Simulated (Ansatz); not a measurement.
# Stress against strain in SrMg

```xyz
2
Lattice="3.9000 0.0000 0.0000 0.0000 3.9000 0.0000 0.0000 0.0000 3.9000" Properties=species:S:1:pos:R:3 pbc="T T T"
Sr    1.9500    1.9500    1.9500
Mg    0.0000    0.0000    0.0000
```

Atoms are numbered in the order listed.

The cell is COD entry 9008822, as deposited and not checked against the literature; nothing was relaxed.

Method: DFT, LDA, all-electron LAPW, scalar-relativistic in Ansatz 0.2.0.

Sampling and basis: a Γ-centred 9×9×9 k mesh, Fermi–Dirac smearing of 0.05 eV, basis error target 0.5 meV/atom, no spin polarisation.

The strain is applied along the Cartesian axes of the cell as listed (the other components stay zero). Fractional coordinates are held (clamped ions).

σ is the change of stress from the unstrained cell, which is at 3.43 GPa; tension is positive, so slopes are stress–strain coefficients at that pressure. In a metal the k mesh adds noise.

Only quantities that a quadratic follows smoothly over the whole series are listed; rougher ones are left out.

```
    εzz  σzz (GPa)  σxx (GPa)
-0.0200      -1.01      -0.60
-0.0100      -0.48      -0.30
 0.0000       0.00       0.00
 0.0200       0.85       0.58
```

Q: Fit the series and read off the stiffness at zero strain.

A: Least-squares fits y = p0 + p1 x + p2 x² to the rows give σzz (GPa): p1 = 46.5, p2 = -200; σxx (GPa): p1 = 29.5, p2 = -23. So C11 = 46 GPa and C12 = 30 GPa, which gives B = (C11 + 2 C12)/3 = 35 GPa.

Q: One run, at εzz = 0.0100, is withheld. Predict its row.

A: The fits give 0.45, 0.29; the run gave 0.44, 0.29.
